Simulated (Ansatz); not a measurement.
YCo2:
```yaml
crystal:
  lattice:
    - [0.00000, 3.58718, 3.58718]
    - [3.58718, 0.00000, 3.58718]
    - [3.58718, 3.58718, 0.00000]
  atoms:
    - { symbol: Y, position: [0.50000, 0.50000, 0.50000] }
    - { symbol: Y, position: [0.75000, 0.75000, 0.75000] }
    - { symbol: Co, position: [0.12500, 0.12500, 0.12500] }
    - { symbol: Co, position: [0.62500, 0.12500, 0.12500] }
    - { symbol: Co, position: [0.12500, 0.12500, 0.62500] }
    - { symbol: Co, position: [0.12500, 0.62500, 0.12500] }
```
The run is spin-polarised; directions of the spins, atom by atom: ↓ ↓ ↑ ↑ ↑ ↑.

Relaxed with r²SCAN.

Question: Map the electron localisation function on the plane through (0.500, 0.500, 0.500) spanned by u = [1, 0, 0] and v = [-1, 1, 1] in lattice vectors, from plane-wave PAW r²SCAN (Ansatz code).

Answer: x is the fraction of u, y of v (the angle between them is 90°; rows are the nearest grid lines); atoms in the plane: Y at (0.00, 0.00), Y at (0.50, 0.25), Co at (0.25, 0.62), Co at (0.75, 0.62).
```
y \ x   0.000  0.0800  0.200  0.280  0.360  0.440  0.560  0.640  0.720  0.800  0.920   1.00
------  -----  ------  -----  -----  -----  -----  -----  -----  -----  -----  -----  -----
1.00    0.323   0.781  0.422  0.141  0.423  0.423  0.423  0.423  0.141  0.422  0.781  0.323
0.917   0.855   0.820  0.144  0.291  0.431  0.362  0.362  0.431  0.291  0.144  0.820  0.855
0.833   0.140   0.114  0.290  0.464  0.450  0.351  0.351  0.450  0.464  0.290  0.114  0.140
0.778   0.304   0.302  0.195  0.198  0.319  0.377  0.377  0.319  0.198  0.195  0.302  0.304
0.694   0.374   0.193  0.482  0.554  0.249  0.195  0.195  0.249  0.554  0.483  0.193  0.374
0.611   0.302   0.169  0.945  0.973  0.470  0.167  0.167  0.471  0.973  0.944  0.169  0.302
0.528   0.369   0.208  0.211  0.237  0.196  0.297  0.297  0.196  0.237  0.211  0.208  0.369
0.472   0.369   0.377  0.219  0.184  0.259  0.305  0.305  0.259  0.184  0.219  0.377  0.369
0.389   0.304   0.361  0.473  0.253  0.124  0.343  0.344  0.123  0.254  0.473  0.361  0.304
0.306   0.374   0.412  0.309  0.142  0.745  0.826  0.826  0.744  0.141  0.309  0.412  0.374
0.222   0.304   0.338  0.173  0.213  0.843  0.752  0.751  0.843  0.211  0.172  0.338  0.304
0.167   0.140   0.112  0.080  0.087  0.665  0.858  0.858  0.668  0.088  0.080  0.112  0.140
0.0833  0.855   0.849  0.160  0.069  0.093  0.122  0.122  0.093  0.069  0.159  0.849  0.855
0.000   0.323   0.781  0.422  0.141  0.423  0.423  0.423  0.423  0.141  0.422  0.781  0.323
```

The density is the valence pseudo-density with augmentation charge, so density and ELF within about 1 Å of a nucleus are not all-electron values.

Space group Fd-3m (cubic Laves (MgCu2 type)). The workflow started from an entry of the Crystallography Open Database (COD). Its standing as an ambient phase is unchecked. Symmetry was held in the r²SCAN relaxation, as lowered by the spin order; its stability against distortions is not shown here. Magnetic state: ferrimagnetic, chosen from 4 collinear starts compared on coarse meshes (ties went to the first, and starts can fall back to one state), not a proven ground state. Other orbital occupations within this spin state were not tried.

Potentials: the later of the program's two PAW sets.
